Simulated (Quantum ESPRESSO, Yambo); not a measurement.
## Levels of theory for the gap of Ag₂S

Ag$_{2}$S (space group P2_1/m, No. 11): one geometry, one set of PBEsol (pw.x of Quantum ESPRESSO, ONCV potentials, no spin-orbit coupling) orbitals, self-energies from Yambo (4×2×4 Γ-centred k mesh, bands 17 to 155 and a 6 Ry block in the screening, 155 bands in G with the Bruneval-Gonze terminator, plasmon pole fitted at 27.2 eV).

The geometry is that of Materials Project entry mp-556225, symmetrised and not relaxed again.

| level | gap (0, 0, -0.5) → Γ (eV) | direct gap at Γ (eV) | rough Yambo cost |
|---|---|---|---|
| PBEsol (Quantum ESPRESSO) | 1.10 | 1.13 | – |
| exchange only (Hartree-Fock self-energy on PBEsol orbitals) | 8.46 | 8.77 | about 1/9 (14 states) |
| static COHSEX@PBEsol | 1.96 | 1.99 | within a factor of two (3 states) |
| G0W0@PBEsol, plasmon pole | 1.90 | 1.94 | 1 (14 states) |

Bare exchange has no screening and gives the widest gap; static COHSEX screens it but leaves out the frequency dependence, which G0W0 restores.

Costs are rough ratios of core time on shared machines.

Nearest settings tried, and what they do to the gap: 77 bands in W, 77 bands in G: +257 meV; 2×1×2 mesh: -178 meV. Not varied: block. So the settings aren't converged at that level.

Spin-orbit splittings are left out.

The structure is a Materials Project entry; no match was found in the copy of COD used, and its stability was not checked.
